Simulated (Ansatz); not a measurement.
Task: Zn (hcp (Mg type), space group No. 194) is relaxed with r²SCAN (plane waves, PAW; program Ansatz). What lattice parameters of the conventional cell result?

Result: a = 2.596 Å, c = 4.980 Å.

Its a lies over 2 % below tabulated measurements.

Space group P6_3/mmc (hcp (Mg type)). The cell was relaxed with r²SCAN under the symmetry of its start; of distortions, only those at the zone centre were tested. Axis ratios of metals converge slowly with the k-mesh, so a and c are less sure than the volume.

Potentials: the later of the program's two PAW sets.
